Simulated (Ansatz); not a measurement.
**Ti2Cd: strain energy, fitted**

Ti2Cd, I4/mmm, a = 2.841 Å, c = 13.508 Å. The structure is a COD entry; whether it is the stable form wasn't checked. Ansatz: r2SCAN, PAW, 500 eV, Γ-centred 12×12×4 mesh on 6 atoms, Gaussian smearing 0.10 eV; no spin polarisation. Series: biaxial strain in the a-b plane, c and atoms relaxed; x is the strain in per cent. y is the free energy over the unstrained cell, V0 = 18.167 Å³/atom.

```
x (%) y (meV/atom)
 -6.0             ?
 -4.0         40.13
 -2.0          9.22
  0.0          0.00
  2.0          8.00
  4.0         27.22
  6.0         45.94
```

**Question.** Fit y = c2 x² + c3 x³ to the other rows, turn c2 into a modulus, and predict the missing energy.

**Answer.** Least squares on the rows shown. y = 2.0469 x² − 0.12424 x³. In eV per unit strain² c2 is 20.47; M is the biaxial modulus (E = M V0 ε²): 20.47 × 160.2 / (18.167) = 180 GPa. With a term in x⁴ added, the coefficient of x² becomes 2.267, 11 % more, which shows how far this figure hangs on the form. At x = -6.0 the fit asked for gives 100.52 meV/atom. The run gave 97.10 meV/atom, so the fit is 3.42 meV/atom too high, 3.5 % of the span of the series, against an rms of 1.24 meV/atom on the fitted rows. The row lies outside the fitted range. With a term in x⁴ added, a fit to the same known rows predicts 89.82 meV/atom, which misses by about as much or more on the other side: the known rows don't fix the higher terms.

Cost: 7 runs of about 10 core-minutes in all, on AMD EPYC 9R45 (Zen 5) (shared hosts).